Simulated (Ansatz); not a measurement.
The start is a relaxed SnO2 cell shaken by Gaussian noise of σ = 0.08 Å a coordinate. The structure is fully relaxed (lattice and positions, P = 0) with r2SCAN (plane waves to 500 eV, PAW, scalar-relativistic; Ansatz, a program for electronic structure). The first steps use a coarse 5×5×4 k-mesh.

Starting cell:
```
SnO2
1.0
    5.98944     0.00000     0.00000
   -2.99472     5.18701     0.00000
    0.00000     0.00000     6.58416
Sn O
3 6
Direct
  0.49754   0.99089   0.00252
  0.50035   0.53227   0.32253
  0.00064   0.51628   0.66350
  0.19441   0.40498   0.52119
  0.80188   0.19080   0.84698
  0.58973   0.80428   0.15109
  0.81669   0.58235   0.48194
  0.19952   0.80095   0.82977
  0.40259   0.19785   0.17716
```

**Question.** What pressure does the first self-consistent step give?

**Answer.** +2.9 GPa (positive: the cell is compressed).

**Question.** By how much does the energy per atom fall from start to end?

**Answer.** 0.49 eV/atom.

**Question.** How does the volume per atom move from start to end?

**Answer.** -43.9 %, from 22.73 to 12.74 Å³/atom.

**Question.** Does it find its way back to the structure it was made from?

**Answer.** It does not go back: it reaches C2/m (No. 12), 0.310 eV/atom below the parent.

**Question.** What band gap does the relaxed structure have at this level?

**Answer.** 1.44 eV, indirect (valence top at Y2, conduction bottom at Γ) (no spin-orbit coupling).

Final values are on a 10×10×6 k-mesh of the relaxed cell. No spin polarisation in the result.

The relaxed structure here is a generated cell of SnO2: the first start was made by placing the elements on the sites of a structure type, and the end was not matched to a known phase here, so it may be hypothetical. Known forms of SnO2 include space group No. 136.
